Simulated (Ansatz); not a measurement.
# Ge (Cmcm), comparing deformations

All numbers below come from DFT PBEsol, scalar-relativistic, plane waves, PAW (Ansatz 0.2.0). Settings: plane waves to 420 eV, k-mesh 18×18×10 (Γ-centred), Gaussian smearing 0.15 eV. No spin polarisation. Energies are free energies at this smearing, counted from the undisturbed cell; pressure is positive in compression.

The starting cell (as given, not relaxed at this level; it stands at 0.4 GPa; this form isn't the usual structure):

```
CELL_PARAMETERS angstrom
1.48805 -2.59469 0.00000
1.48805 2.59469 0.00000
0.00000 0.00000 4.72760
ATOMIC_POSITIONS crystal
Ge 0.66655 0.33345 0.25000
Ge 0.33345 0.66655 0.75000
```

The cell is strained by ε times a Voigt pattern (xx, yy, zz, yz, xz, xy; engineering shear) with fractional coordinates fixed. τ = (1/V0) dE/dε comes from the stress tensor. Of each scan, only the three points used here are listed.

| pattern | ε | τ (GPa) |
| --- | --- | --- |
| (1, 1, 0, 0, 0, 0) | -0.0050 | -2.09 |
| (1, 1, 0, 0, 0, 0) | 0.0000 | -0.59 |
| (1, 1, 0, 0, 0, 0) | 0.0050 | 0.90 |
| (0, 1, 0, 0, 0, 0) | -0.0050 | -0.68 |
| (0, 1, 0, 0, 0, 0) | 0.0000 | -0.27 |
| (0, 1, 0, 0, 0, 0) | 0.0050 | 0.19 |

Task: Which constants do the scans give, and which deformation costs least for the same size of strain tensor?

Result: The slope dτ/dε at zero (parabola through three points) is pᵀCp: (1, 1, 0, 0, 0, 0) gives C11 + C22 + 2 C12 = 299 GPa; (0, 1, 0, 0, 0, 0) gives C22 = 87 GPa. The size of the strain tensor, ε:ε, is ε² times 2.0, 1.0. Per unit of it the stiffnesses are 149, 87 GPa, so (0, 1, 0, 0, 0, 0) is the softest of these: at ε:ε = (1 %)² the quadratic term costs 0.49 meV/atom against 0.85 for the stiffest. These are clamped-ion values.

In a metal these slopes depend on the k mesh and the smearing.